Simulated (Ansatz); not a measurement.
What DFT gives for BaIn$_{2}$Bi$_{2}$

```
CELL_PARAMETERS angstrom
5.05499 0.00000 0.00000
-2.52749 4.37775 0.00000
0.00000 0.00000 8.30191
ATOMIC_POSITIONS crystal
Ba 0.00000 0.00000 0.00000
Bi 0.66670 0.33330 0.24992
Bi 0.33330 0.66670 0.75008
In 0.66670 0.33330 0.62760
In 0.33330 0.66670 0.37240
```

Level: r2SCAN, no spin polarisation; 500 eV; 8×8×4 Γ-centred mesh; fermi-dirac occupations (width 0.1 eV); Ansatz 0.2.0, fixed geometry.

**Question.** Metal or insulator?

**Answer.** It is a metal, with about 2.4 states/eV a cell as the mean within 0.25 eV of the Fermi level, mostly Bi p (35 %), In s (28 %) and In p (15 %).

**Question.** How is the charge shared?

**Answer.** Bader charges in e: Ba +1.27, In +0.23, Bi -0.86. In the mean Ba gives up most and Bi takes most.

**Question.** What does the stress say?

**Answer.** The pressure is 1.2 GPa (compression positive), so with the atoms held at these fractions the cell would first expand. The principal stresses -1.6, 2.6, 2.6 GPa differ, so its shape would change too.

**Question.** What is the formation energy?

**Answer.** -0.41 eV an atom against the elements' usual phases (free molecules for gases, crystals otherwise, with no correction for O₂ or N₂), so it is bound against them; other compounds may still compete. Relaxing would lower it.

Origin: a known structure type with other elements, at an estimated volume, so it need not be a known compound.
